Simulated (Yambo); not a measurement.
```xyz
5
Lattice="5.8784 0.0000 0.0000 0.0000 5.8784 0.0000 0.0000 0.0000 5.8784" Properties=species:S:1:pos:R:3 pbc="T T T"
Br     2.9392     2.9392     0.0000
Br     0.0000     2.9392     2.9392
Br     2.9392     0.0000     2.9392
Cs     0.0000     0.0000     0.0000
Pb     2.9392     2.9392     2.9392
```

CsPbBr3 (cubic perovskite, space group Pm-3m, No. 221): mean Im ε in 1 eV windows above the direct gap of 3.37 eV, for different electron-hole kernels (Yambo, broadening 0.15 eV, PBE (Quantum ESPRESSO, PseudoDojo norm-conserving, 62 Ry, scalar-relativistic) bands; 4×4×4 mesh, 9 valence and 15 conduction bands, static screening with 99 bands and a 3 Ry block, scissor 1.82 eV, Tamm-Dancoff; field along x).

```json
[
 {"window (eV)": "3.4 to 4.4", "independent quasiparticles": "3.4", "RPA (no attraction)": "2.9", "BSE": "7.3"},
 {"window (eV)": "4.4 to 5.4", "independent quasiparticles": "5.7", "RPA (no attraction)": "5.3", "BSE": "5.3"},
 {"window (eV)": "5.4 to 6.4", "independent quasiparticles": "4.9", "RPA (no attraction)": "5.1", "BSE": "1.6"},
 {"window (eV)": "6.4 to 7.4", "independent quasiparticles": "1.9", "RPA (no attraction)": "1.7", "BSE": "2.5"},
 {"window (eV)": "7.4 to 8.4", "independent quasiparticles": "2.4", "RPA (no attraction)": "2.1", "BSE": "2.5"},
 {"window (eV)": "8.4 to 9.4", "independent quasiparticles": "3.5", "RPA (no attraction)": "2.3", "BSE": "2.0"}
]
```

This run doesn't resolve bound excitons or single peaks, so only averages are given, and they too depend on the mesh; weight that the attraction moves below the gap isn't listed. All transitions below 11.58 eV are in the band window. The scissor comes from a G0W0 run whose convergence isn't established.

Spin-orbit coupling is left out; with 6p states at a band edge it can lower the gap by many tenths of an eV, most of a small gap. The cell is held in this high symmetry; tilts and polar distortions were not searched.

Bands and orbitals come from the standard potentials; the scissor and the G0W0 gaps come from a run at the same geometry on the stringent ones, which hold whole semicore shells in the valence.

Geometry relaxed with PBEsol.
